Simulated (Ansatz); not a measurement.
Relaxed P (space group Cmce):

```
CELL_PARAMETERS angstrom
      1.65499    -5.08255     0.00000
      1.65499     5.08255     0.00000
      0.00000     0.00000     8.24745
ATOMIC_POSITIONS crystal
  P  0.89349 0.10651 0.21459
  P  0.89349 0.10651 0.71459
  P  0.10651 0.89349 0.28541
  P  0.10651 0.89349 0.78541
  P  0.60651 0.39349 0.46459
  P  0.60651 0.39349 0.96459
  P  0.39349 0.60651 0.03541
  P  0.39349 0.60651 0.53541
```

A phonon eigenvector at Z = (0.0, 0.0, 0.5) is frozen into this cell: atom i moves by Q times the vector below, so Q is the largest atomic displacement, in Å. The cell is held. It is one choice among 2 degenerate patterns. (q is in reciprocal vectors of the primitive cell; the cell shown is doubled to hold the pattern.)

```
atom       x      y      z
----  ------  -----  -----
P1    -1.000  0.000  0.000
P2     1.000  0.000  0.000
P3     0.113  0.000  0.000
P4    -0.113  0.000  0.000
P7     0.994  0.000  0.000
P8    -0.994  0.000  0.000
```

Atoms not listed stay in place.

These are LDA (plane waves to 420 eV, PAW, scalar-relativistic; Ansatz, an electronic-structure program) values and carry that method's errors. k mesh 15×15×6 (Γ-centred), Fermi-Dirac smearing 0.05 eV. Energies are smeared free energies. With partly filled bands, energies and forces of such displacements shift with the k mesh and the smearing. P was relaxed with its symmetry unable to fall. The relaxed volume of P is well below the measured one. ΔE is measured from the undisplaced structure. The last digit holds for this mesh only.

| Q (Å) | ΔE (meV/cell) |
|---|---|
| -0.180 | 1258.6 |
| -0.150 | 877.2 |
| -0.120 | withheld |
| -0.090 | 316.4 |
| -0.060 | 140.6 |
| -0.030 | 35.1 |
| 0.000 | 0.0 |
| 0.030 | 35.1 |
| 0.060 | 140.6 |
| 0.090 | 316.4 |
| 0.120 | withheld |
| 0.150 | 877.2 |
| 0.180 | 1258.6 |

Task: Fit an even polynomial form (powers 2, 4, 6) to the given rows and predict ΔE at Q = 0.120.

Result: Least squares on the 11 given rows: ΔE = (39040)·Q² + (6210)·Q⁴ + (-372600)·Q⁶, in meV/cell with Q in Å; root-mean-square residual 0.08 meV/cell. At 0.120 the fit gives 562.4 meV/cell; the calculation gives 562.3 meV/cell, so the interpolation is off by 0.1 (+0.0 %). The quadratic term alone would give 562.2 meV/cell.

(A displaced cell: forces are minus the slopes of the energy, force constants its curvatures, and phonons follow from these.)
